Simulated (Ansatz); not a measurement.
One crystal and one scan (energy over volume and axial ratio) at two levels, PBE (plane waves to 420 eV, PAW, scalar-relativistic; Ansatz, a first-principles code) and r2SCAN (plane waves to 500 eV, PAW, scalar-relativistic; Ansatz), each from its own relaxed cell and on its own mesh. The cell shown is that of PBE.

CsPbBr₃ (cubic perovskite)

```
CsPbBr3
1.0
    6.00277     0.00000     0.00000
    0.00000     6.00277     0.00000
    0.00000     0.00000     6.00277
Cs Pb Br
1 1 3
Cartesian
  0.00000   0.00000   0.00000
  3.00138   3.00138   3.00138
  0.00000   3.00138   3.00138
  3.00138   3.00138   0.00000
  3.00138   0.00000   3.00138
```

Two coordinates are scanned: the volume, and the ratio of the stretch along z (the conventional c axis) to the stretch across it. Atoms keep their fractional coordinates.

Energies are smeared free energies. CsPbBr3 was relaxed with its symmetry unable to fall. Spin-orbit coupling is left out, though Pb is heavy. The PAW data are Ansatz's earlier set. This is a high-temperature form of CsPbBr3. Percentages come from the unrounded values. Both scans cover V/V₀ from 0.960 to 1.040 and (c/a)/(c/a)₀ from 0.960 to 1.040.

Results of PBE:

- Lattice constant a (Å): 6.003
- Band gap of the relaxed cell, no spin-orbit coupling (eV): 1.79
- Shear modulus C′ = (C11 − C12)/2 (fit, atoms clamped) (GPa): 18

### Question
Estimate the r2SCAN values.

### Answer
```json
[
 {"quantity": "Lattice constant a (Å)", "r2SCAN": "5.938", "PBE − r2SCAN": "+0.065 (+1.1 %)"},
 {"quantity": "Band gap of the relaxed cell, no spin-orbit coupling (eV)", "r2SCAN": "2.05", "PBE − r2SCAN": "-0.26 (-12 %)"},
 {"quantity": "Shear modulus C′ = (C11 − C12)/2 (fit, atoms clamped) (GPa)", "r2SCAN": "21", "PBE − r2SCAN": "-3 (-16 %)"}
]
```

PBE gives the higher value for: lattice constant a. PBE gives the lower value for: band gap of the relaxed cell, no spin-orbit coupling; shear modulus C′.

(Under strain, the slope of the energy per volume gives the stress and its curvature an elastic modulus.)
